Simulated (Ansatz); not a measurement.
CaF2 (fluorite)

```yaml
crystal:
  lattice:
    - [0.00000, 2.75548, 2.75548]
    - [2.75548, 0.00000, 2.75548]
    - [2.75548, 2.75548, 0.00000]
  atoms:
    - { symbol: Ca, position: [0.00000, 0.00000, 0.00000] }
    - { symbol: F, position: [0.25000, 0.25000, 0.25000] }
    - { symbol: F, position: [0.75000, 0.75000, 0.75000] }
```

E(V) scan at fixed shape, V₀ the volume above. Symmetry pins the atoms to their sites.

Calculation: PBE (plane waves to 420 eV, PAW, scalar-relativistic; Ansatz, an electronic-structure program). k mesh 10×10×10 (Γ-centred), Fermi-Dirac smearing 0.05 eV. E stands for the smeared free energy. Stress and pressure are positive under compression. CaF2 was relaxed with its symmetry unable to fall. ΔE is measured from the relaxed starting cell.

```tsv
V (Å³/atom)	ΔE (meV/atom)
11.716	118.6
12.162	70.9
12.609	37.4
13.055	15.6
13.501	3.7
13.948	0.0
14.394	3.2
14.840	12.3
15.287	26.3
15.733	withheld
16.179	65.9
```

Question: Fit a third-order Birch-Murnaghan form (E₀, V₀, B₀, B₀′ free) to the given rows and predict ΔE at V = 15.733.

Answer: Least squares on the 10 given rows: ΔE = E₀ + (9V₀B₀/16)·y²·[2 + (B₀′ − 4)y], y = (V₀/V)^(2/3) − 1, with V₀ = 13.949 Å³/atom, B₀ = 77.52 GPa (160.2 GPa = 1 eV/Å³; the term in eV is multiplied by 1000), B₀′ = 4.44, E₀ = -0.01 meV/atom; root-mean-square residual 0.03 meV/atom. At 15.733 the fit gives 44.4 meV/atom; the calculation gives 44.3 meV/atom, so the interpolation is off by 0.1 (+0.2 %). For the pressure the fit gives -7.1 GPa against the computed -7.1 GPa.

(Under strain, the slope of the energy per volume gives the stress and its curvature an elastic modulus.)
